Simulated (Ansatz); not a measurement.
A relaxed 1×1 slab of 4 planes, cut along (10-10) from a hcp crystal of one element, has a cell area of 13.68 Å² and a bulk spacing of 0.849 Å between its first planes. All-electron LAPW in Ansatz 0.2.0 (PBE, scalar-relativistic, no spin polarisation) gives γ = 2.04 J/m², Φ = 3.95 eV and a change of the outer spacing of -4.8 %. The hcp structure needn't be the element's own.

Task: Which element is it?

Result: Ti. Neighbours weren't tried against these numbers.
